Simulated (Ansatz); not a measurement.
## O vacancy in SrTiO3

Level of theory: PBEsol, collinear spin, scalar-relativistic; Ansatz, plane waves to 420 eV (PAW set soft_2), k-mesh 3×3×3.

The relaxed host crystal (Kohn–Sham gap 1.85 eV):

```cif
data_structure
_symmetry_space_group_name_H-M 'P 1'
_symmetry_Int_Tables_number 1
_cell_length_a 3.8911
_cell_length_b 3.8911
_cell_length_c 3.8911
_cell_angle_alpha 90.000
_cell_angle_beta 90.000
_cell_angle_gamma 90.000
_cell_volume 58.92
loop_
_atom_site_label
_atom_site_type_symbol
_atom_site_fract_x
_atom_site_fract_y
_atom_site_fract_z
_atom_site_occupancy
Sr1 Sr 0.00000 0.00000 0.00000 1
Ti1 Ti 0.50000 0.50000 0.50000 1
O1 O 0.50000 0.00000 0.50000 1
O2 O 0.50000 0.50000 0.00000 1
O3 O 0.00000 0.50000 0.50000 1
```

Supercell of 35 atoms, rows of the matrix [[-1,1,-1],[2,1,0],[0,-2,-1]] times the cell vectors; O vacancy at (0.500, 0.000, 0.500) in fractions of the cell above. Atoms are relaxed at the host's cell, from a start shaken by 0.03 Å near the defect.

Distances from the empty O site (Å), by shell of the perfect crystal:

| shell | perfect crystal | relaxed, charge 0 |
| --- | --- | --- |
| 2 Ti | 1.95 | 2.10 |
| 4 O | 2.75 | 2.57 (2.53 to 2.66) |
| 4 Sr | 2.75 | 2.84 (2.83 to 2.85) |
| 4 O | 2.75 | 2.59 (2.57 to 2.66) |

| charge | moment of the cell (μB) | gap of the cell on the mesh (eV) | carriers |
| --- | --- | --- | --- |
| 0 | 0.00 | 0.00 | in a band of the host or near its edge |

On this mesh the host's own supercell has a gap of 1.91 eV.

At charge 0 a carrier lies in a band of the host or at its edge (levels aligned by the semicore states), so it isn't shown to be bound to the defect (semilocal functionals spread carriers too far and can miss a bound one), and no level is taken from that state.

No formation energy is given, since the neutral cell holds a carrier in a band.

Relaxed cell at charge 0:

```
SrTiO3 V_O charge 0
1.0
    -3.8911    3.8911   -3.8911
     7.7823    3.8911    0.0000
     0.0000   -7.7823   -3.8911
Sr Ti O
7 7 20
Direct
  0.8491 0.4322 0.1386
  0.1434 0.5812 0.8591
  0.5797 0.2821 0.4332
  0.4346 0.7272 0.5805
  0.7144 0.8573 0.2860
  0.9942 0.9871 0.9913
  0.2855 0.1332 0.7127
  0.0642 0.2815 0.4424
  0.3647 0.4328 0.1294
  0.7794 0.1413 0.7241
  0.6495 0.5730 0.8477
  0.9297 0.7163 0.5692
  0.2144 0.8572 0.2859
  0.4992 0.9981 0.0026
  0.4805 0.4920 0.9855
  0.9483 0.2223 0.5863
  0.8012 0.6368 0.7127
  0.0631 0.8032 0.4309
  0.3659 0.9112 0.1409
  0.6277 0.0776 0.8591
  0.3680 0.4340 0.6170
  0.6290 0.5654 0.3567
  0.0609 0.2804 0.9548
  0.9252 0.7123 0.0708
  0.2144 0.8572 0.7859
  0.5037 0.0021 0.5010
  0.8000 0.1490 0.2150
  0.1576 0.0847 0.3433
  0.4132 0.2133 0.0904
  0.8522 0.9274 0.6501
  0.7144 0.3572 0.7859
  0.0157 0.5011 0.4815
  0.2712 0.6296 0.2284
  0.5766 0.7870 0.9217
```

Caveats: bands were filled unevenly over the k points at some point of the run; a moment set at the start was lost; semilocal functionals make gaps too small, which shifts levels too; small supercell, so energies and levels can be off by tenths of an eV; one random start near the defect, so other minima are possible.
